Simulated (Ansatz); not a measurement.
# BiRh

```yaml
crystal:
  lattice:
    - [4.09400, 0.00000, 0.00000]
    - [-2.04700, 3.54551, 0.00000]
    - [0.00000, 0.00000, 5.66300]
  atoms:
    - { symbol: Bi, position: [0.33333, 0.66667, 0.25000] }
    - { symbol: Bi, position: [0.66667, 0.33333, 0.75000] }
    - { symbol: Rh, position: [0.00000, 0.00000, 0.00000] }
    - { symbol: Rh, position: [0.00000, 0.00000, 0.50000] }
```

Atoms are numbered in the order listed.

The conventional cell has a = 4.094 Å, b = 4.094 Å, c = 5.663 Å, α = 90.00°, β = 90.00°, γ = 120.00°. Bi (atom 1) has 6 Rh at 2.76 Å as nearest neighbours. Rh (atom 3) has 6 Bi at 2.76 Å and 2 Rh at 2.83 Å as nearest neighbours.

The geometry is COD entry 9008914, unchecked; take it as a test cell.

Spin–orbit coupling is left out, though it moves levels of the heavy atoms by tenths of an eV or more.

Methods: DFT, LDA, all-electron LAPW, scalar-relativistic (Ansatz 0.2.0); DFT, LDA, PAW with Ansatz's default frozen-core files, scalar-relativistic (Ansatz 0.2.0).

For LAPW: a Γ-centred 12×12×7 k mesh, Fermi–Dirac smearing of 0.03 eV, basis error target 1 meV/atom, no spin polarisation. PAW takes a cutoff of 420 eV at this cell (files made with PBE, cores remade for this functional). The Ansatz runs share mesh, smearing and spin set-up. Values come from LAPW unless marked.

```
Density of states at the Fermi level (0.2 eV bin) : 2.59 states/eV per cell
Bader charges (from the PAW run)                  : Bi1 +0.50, Rh3 -0.50 e
Pressure at this cell                             : -2.70 GPa
Band gap                                          : none: bands cross the Fermi level, a metal
Volume per atom                                   : 20.55 Å³
```

Problem. Give the computed value. Stress xx, yy, zz (compression positive).

Solution. -2.27, -2.27, -3.56 GPa.

Problem. Löwdin charges (with 0.24 e of the cell spilling out of the atomic basis, so their sizes and signs hang on that basis): what does the calculation give?

Solution. Bi1 0.17, Rh3 -0.05 e.
